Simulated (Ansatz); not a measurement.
Ge (diamond), relaxed with r²SCAN (Ansatz, a first-principles code, plane waves, PAW): a = b = c = 5.672 Å, α = β = γ = 90.00°.

| Item | Result |
|---|---|
| gap (eV) | 0.37 |
| B₀ by P(V) fit (GPa) | 71.0 |
| K_Hill (GPa) | 72.0 |
| G_Hill (GPa) | 55.8 |
| highest Γ mode, no LO–TO term (cm⁻¹) | 298 |
| Θ_D (K) | 376 |

### Question
The same phase is relaxed and computed with LDA in the same code. What are the cell and these values now?

### Answer
a = b = c = 5.621 Å, α = β = γ = 90.00°.

- gap (eV) = none
- B₀ by P(V) fit (GPa) = 71.7
- K_Hill (GPa) = 71.8
- G_Hill (GPa) = 50.2
- highest Γ mode, no LO–TO term (cm⁻¹) = 288
- Θ_D (K) = 356

All cells were relaxed under the symmetry of their starts (and spin orders); stability against distortions was not tested throughout. Spin–orbit coupling is left out wherever it is not named.

Potentials: the earlier of the program's two PAW sets.

Ansatz is a plane-wave DFT program.
